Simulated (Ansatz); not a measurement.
Values for one crystal, relaxed and computed with r²SCAN in the plane-wave PAW code Ansatz; other levels are named.

```yaml
volume_per_atom: 5.61 Å³
band_gap: 5.37 eV (indirect)
hole_effective_mass: 0.42, 2.0, 2.7 mₑ (principal values)
Young's modulus: 1080 GPa
debye_temperature_from_the_elastic_constants: 2190 K
Elastic constants (relaxed ions, GPa): C11 = 1200, C12 = 51.3, C13 = 75.9, C33 = 924, C44 = 489, C66 = 542
hill_bulk_and_shear_moduli: 412 and 510 GPa
```

**Question.** Which of these materials gives this?
(A) Si, I4/mmm (Si on 8h)
(B) Si, R-3m (Pearson symbol hR10)
(C) C, P4_32_12 (C on 4a, C on 8b)
(D) S, R-3 (S on 18f)

**Answer.** C, C, P4_32_12 (C on 4a, C on 8b)

The start of the workflow was typed in or built on a structure type; neither database checked (COD, Materials Project) lists it. It is not the phase usual at ambient conditions (space group No. 194, 227). The r²SCAN relaxation kept the symmetry of its start; whether a distortion lowers the energy is not shown.

Potentials: the later of the program's two PAW sets.
